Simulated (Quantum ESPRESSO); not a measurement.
Field gradients of Be4Se3S from PBE PAW (JTH datasets; density from pw.x of a modified build of Quantum ESPRESSO, gradients reconstructed from it by a script). The input of pw.x:

```
&CONTROL
  calculation = 'scf'
  prefix = 'x'
  pseudo_dir = './pseudo'
  outdir = './out'
  tprnfor = .true.
/
&SYSTEM
  ibrav = 0
  nat = 8
  ntyp = 3
  ecutwfc = 40
  ecutrho = 160
  occupations = 'fixed'
  nbnd = 24
/
&ELECTRONS
  conv_thr = 1e-11
/
ATOMIC_SPECIES
Be 9.012 Be.GGA_PBE-JTH.UPF
S 32.060 S.GGA_PBE-JTH.UPF
Se 78.971 Se.GGA_PBE-JTH.UPF
CELL_PARAMETERS angstrom
    5.103487509000     0.000000000000     0.000000000000
    0.000000000000     5.103487509000     0.000000000000
    0.000000000000     0.000000000000     5.103487509000
ATOMIC_POSITIONS crystal
Be     0.006695751100     0.006695751100    -0.006695751100
S      0.250000000000     0.250000000000     0.750000000000
Be     0.006695751100     0.493304248900     0.506695751100
Se     0.250000000000     0.750000000000     0.250000000000
Be     0.493304248900     0.006695751100     0.506695751100
Se     0.750000000000     0.250000000000     0.250000000000
Be     0.493304248900     0.493304248900    -0.006695751100
Se     0.750000000000     0.750000000000     0.750000000000
K_POINTS automatic
5 5 5 0 0 0
```
The cell was made here from a computed Materials Project entry: one of 4 Se replaced by S, cell and atoms relaxed (PBE without dispersion, pw.x of Quantum ESPRESSO, symmetry kept). The parent is BeSe in F-43m; whether this form has been observed was not checked. The swapped cell is a model, not a known phase. Stability against distortions was not tested.

Vzz is the sum of three terms, each taken along its main axis: the smooth valence density, the ions (nucleus and frozen core) with the augmentation charges of all other spheres, and the all-electron minus smooth density in the atom's own sphere. The split hangs on the datasets.  Cores are frozen. Se had no test against all-electron runs.

| site | smooth valence density | ions and other spheres | own sphere | Vzz (a.u.) |
|---|---|---|---|---|
| Se (atoms 4, 6, 8) | 0.009 | -0.014 | (withheld) | (withheld) |

Task: Fill in the missing entries.

Result: 
- Se (atoms 4, 6, 8), own sphere: -0.254
- Se (atoms 4, 6, 8), Vzz (a.u.): -0.259
